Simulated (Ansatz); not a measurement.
Simulated powder pattern, Cu Kα, λ = 1.54184 Å (kinematic, ideal powder, no thermal factors, no anomalous dispersion; the 30 strongest lines at most, above 1 %, up to 2θ = 90°):

| 2θ (°) | I/Imax (%) |
|---|---|
| 20.29 | 56 |
| 24.29 | 13 |
| 27.55 | 37 |
| 30.11 | 29 |
| 31.85 | 100 |
| 37.05 | 12 |
| 39.05 | 18 |
| 41.26 | 23 |
| 44.67 | 16 |
| 48.09 | 5.7 |
| 48.46 | 19 |
| 49.76 | 11 |
| 51.49 | 24 |
| 54.28 | 9.3 |
| 54.58 | 24 |
| 57.82 | 9.4 |
| 59.27 | 9.0 |
| 62.60 | 5.4 |
| 62.74 | 6.9 |
| 63.81 | 5.5 |
| 65.70 | 4.5 |
| 66.57 | 11 |
| 69.08 | 8.9 |
| 69.34 | 9.7 |
| 69.71 | 5.4 |
| 71.15 | 8.2 |
| 81.87 | 7.2 |
| 83.90 | 4.7 |
| 84.99 | 5.2 |
| 87.72 | 6.0 |

The pattern belongs to a structure relaxed with DFT-PBE in the program Ansatz with PAW potentials.

Task: Pick the material that matches.
A) CaTiO3, R3c (Ca on 6a, Ti on 6a, O on 18b)
B) BaO, rock salt
C) BiB, NiAs type
D) FeBiO3, Amm2 (Bi on 2b, Fe on 2a, O on 2b, O on 4d)

Result: D, FeBiO3, Amm2 (Bi on 2b, Fe on 2a, O on 2b, O on 4d)

Task: Give the lattice parameters.

Result: a = 3.665 Å, b = 5.936 Å, c = 6.476 Å.

The start of the workflow was typed in or built on a structure type; neither database checked (COD, Materials Project) lists it. It is not the phase usual at ambient conditions (space group No. 161). The cell was relaxed with PBE under the symmetry of its start, as lowered by the spin order; its stability against distortions is not shown here. The final state is antiferromagnetic, chosen from 5 collinear starts compared on coarse meshes (ties went to the first, and starts can fall back to one state), not a proven ground state. No Hubbard U is applied. Spin–orbit coupling is left out wherever it is not named.

Potentials: the later of the program's two PAW sets.
